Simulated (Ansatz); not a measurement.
**Pt3Bi: energy against volume and a worked fit**

The structure is cubic, space group Pm-3m (No. 221). Conventional cell: a = 4.186 Å, b = 4.186 Å, c = 4.186 Å, α = 90.00°, β = 90.00°, γ = 90.00°. Bi (site symmetry m-3m) is surrounded by 12 Pt at 2.96 Å. Pt (site symmetry 4/mmm) has 4 Bi at 2.96 Å and 8 Pt at 2.96 Å as nearest neighbours.

The cell comes from a database or a generator and needn't be the stable form of this composition.

The cell was scaled at fixed shape and fractions and run with Ansatz, Ansatz PAW, cutoff 420 eV; PBE, k mesh 7 × 7 × 7 on the cell of 4 atoms, fermi-dirac occupations of 0.05 eV, no spin polarisation, no spin-orbit coupling. Energies are those that the program minimises, any entropy of the smearing included. For a metal such a mesh isn't converged to the digits shown.

```tsv
V (Å³/atom)	energy over the lowest row (meV/atom)
17.2433	28.50
17.6101	10.13
17.9770	1.00
18.3439	0.00
18.7108	?
19.0777	18.62
19.4445	36.59
```

Problem. Fit the third-order Birch-Murnaghan form, give V0, B0 and B′, and predict the energy left open.

Solution. With y = (V0/V)^(2/3), E = E0 + (9 V0 B0/16) [(y - 1)³ B′ + (y - 1)² (6 - 4y)]. Least squares through the rows shown give V0 = 18.2068 Å³/atom, E0 = -0.51 meV, B0 = 162.5 GPa (1 eV/Å³ = 160.218 GPa) and B′ = 5.37, with a largest miss of 0.01 meV. At V = 18.7108 the form with these constants gives 6.17 meV; the run gave 6.16 meV an atom.
